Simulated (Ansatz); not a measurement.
WC (WC type, space group P-6m2)

```
CELL_PARAMETERS angstrom
      2.89847     0.00000     0.00000
     -1.44924     2.51015     0.00000
      0.00000     0.00000     2.82774
ATOMIC_POSITIONS crystal
  W  0.00000 0.00000 0.00000
  C  0.66667 0.33333 0.50000
```

This relaxed cell (volume V₀) is scaled evenly in all directions, its shape held. Symmetry pins the atoms to their sites.

Computed with PBEsol (plane waves to 420 eV, PAW, scalar-relativistic; Ansatz, a first-principles code). k mesh 19×19×17 (Γ-centred), Fermi-Dirac smearing 0.05 eV. E stands for the smeared free energy. Stress and pressure are positive under compression. Spin-orbit coupling is left out, though W is heavy. WC is run without spin polarisation. WC was relaxed with its symmetry unable to fall. ΔE is measured from the relaxed starting cell.

| V (Å³/cell) | ΔE (meV/atom) | P (GPa) |
|---|---|---|
| 17.28 | (withheld) | 102.5 |
| 17.94 | 273 | 74.6 |
| 18.60 | (withheld) | 51.1 |
| 19.26 | 61 | 31.2 |
| 19.92 | (withheld) | 14.3 |
| 20.57 | 0 | 0.0 |
| 21.23 | (withheld) | -12.1 |
| 21.89 | 48 | -22.3 |
| 22.55 | 103 | -30.9 |
| 23.21 | 174 | -38.2 |
| 23.87 | 259 | -44.3 |

Complete the blanks.


- 17.28, ΔE (meV/atom): 454
- 18.60, ΔE (meV/atom): 145
- 19.92, ΔE (meV/atom): 14
- 21.23, ΔE (meV/atom): 13

(A scan under strain: stresses follow from slopes of the energy per volume, elastic moduli from its curvatures.)
